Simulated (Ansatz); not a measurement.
**LiGa: frozen-core PAW against all-electron methods**

```
Li Ga
1.0
     0.00000    3.11535    3.08450
     3.11535    0.00000    3.08450
     3.11535    3.11535    0.00000
Li Ga
2 2
Direct
  0.00000 0.00000 0.00000
  0.25000 0.25000 0.25000
  0.50000 0.50000 0.50000
  0.75000 0.75000 0.75000
```

Atom numbers follow the list: Li1, Li2, Ga3, Ga4.

The cell is COD entry 1540165, as deposited and not checked against the literature; nothing was relaxed. The listed cell was then made from it by scaling, straining or moving an atom.

Levels of theory: DFT, PBEsol, PAW with Ansatz's default frozen-core files, scalar-relativistic (Ansatz 0.2.0); DFT, PBEsol, all-electron PAW with datasets made for the crystal, scalar-relativistic (Ansatz 0.2.0); DFT, PBEsol, all-electron LAPW, scalar-relativistic (Ansatz 0.2.0).

For PAW: a Γ-centred 12×12×12 k mesh, Fermi–Dirac smearing of 0.05 eV, cutoff 420 eV, no spin polarisation; the PAW files were made with PBE, and the program remakes their frozen cores for this functional. The crystal-made all-electron datasets (AE datasets) take a cutoff of 240 eV at this cell. LAPW targets a basis error of 0.5 meV/atom. The Ansatz runs share mesh, smearing and spin set-up. Plane-wave (PAW) pressures include the program's estimate of the Pulay term.

Stress and pressure are positive in compression.

The change that made this cell: equal xx and yy strain of +1 %.

```csv
quantity,PAW,AE datasets,LAPW
pressure (GPa),-1.17,-1.16,-1.16
stress xx (GPa),-1.23,-1.22,-1.22
stress zz (GPa),-1.04,-1.03,-1.03
```
